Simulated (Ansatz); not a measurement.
Mn3Al: a fit and a missing row

Mn3Al, Fm-3m, a = 5.683 Å. The structure is a Materials Project entry; whether it is the stable form wasn't checked. Ansatz: PBEsol, PAW, 420 eV, Γ-centred 12×12×12 mesh on 4 atoms, Gaussian smearing 0.10 eV; collinear spin, largest moment 2.2 μB, opposite moments cancel in the cell. Symmetry fixes shape and atoms, so the cell is only scaled; pressure is positive in compression.

```tsv
V (Å³/atom)	P (GPa)
10.097	27.21
10.441	18.23
10.785	11.45
11.130	5.40
11.474	0.00
11.818	-4.48
12.162	?
12.621	-12.32
```

Q: Take V0 = 11.474 Å³/atom, fit the third-order Birch–Murnaghan form to the other rows, and predict the missing pressure.

A: With the Eulerian strain f = ½[(V0/V)^(2/3) − 1] and y = P/[3f(1 + 2f)^(5/2)], the form is the line y = B0 + 1.5 B0 (B0′ − 4) f. Rows (f, y): 0.04448, 164.8; 0.03246, 160.0; 0.02107, 163.4; 0.01025, 166.9; -0.00975, 160.9; -0.03077, 156.4. Means f = 0.01129, y = 162.07; Σ(Δf)² = 0.003858, ΣΔfΔy = 0.3179; the slope is their ratio. y = 161.1 + 82.39 f GPa, so B0 = 161.1 GPa and B0′ = 4 + 2 × (82.39)/(3 × 161.1) = 4.34. At V = 12.162, f = -0.01904, y = 159.53 and P = -8.27 GPa. The run gave -8.19 GPa, so the fit is 0.08 GPa too low, within the rms miss on the fitted rows (0.20 GPa). Note that the largest moment runs from 0.80 to 2.82 μB along the series.

The largest moment runs from 0.80 to 2.82 μB along the series, so B0 and B0′ hold the change of the moment too.